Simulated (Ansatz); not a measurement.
The relaxed structure here is a generated cell of CsBS2: the first start was made by placing the elements on the sites of a structure type, and the end was not matched to a known phase here, so it may be hypothetical.

One stationary structure of CsBS$_{2}$. Level of theory: PBE (plane waves to 420 eV, PAW, scalar-relativistic; Ansatz, a quantum-chemistry and plane-wave program).

```
CELL_PARAMETERS angstrom
     -1.69893     1.69893     7.13053
      1.69893    -1.69893     7.13053
      1.69893     1.69893    -7.13053
ATOMIC_POSITIONS crystal
  Cs 0.50000 0.50000 0.00000
  S  0.82792 0.82792 0.00000
  S  0.17208 0.17208 0.00000
  B  0.75000 0.25000 0.50000
```

**Question.** Determine the symmetry and give the standard cell with its independent sites.

**Answer.** Space group I-4m2 (No. 119); a = b = 3.3979 Å, c = 14.2611 Å, α = β = γ = 90.00°

```tsv
atom	site	symmetry	x	y	z
Cs	2b	-4m2	0.0000	0.0000	0.5000
S	4e	2mm.	0.0000	0.0000	0.1721
B	2c	-4m2	0.0000	0.5000	0.2500
```

**Question.** Give the shortest distances between elements (the closest pairs, up to four, under 3.6 Å).

**Answer.** B–S 2.03 Å; S–S 3.27 Å; Cs–Cs 3.40 Å; B–B 3.40 Å.

```json
{
  "volume_per_atom": "20.58 Å³",
  "band_gap": "1.02 eV, indirect (valence top at k = (0.2857, -0.2857, 0.2857), conduction bottom at M) (no spin-orbit coupling)",
  "smallest_direct_gap": "1.21 eV at M"
}
```

No spin polarisation in the result.

It was reached from a disturbed copy of a P6₃/mmc (No. 194) cell (AFLOW prototype ABC2_hP8_194_d_a_f (as in AlCr2C)), against which it lies -631 meV/atom.
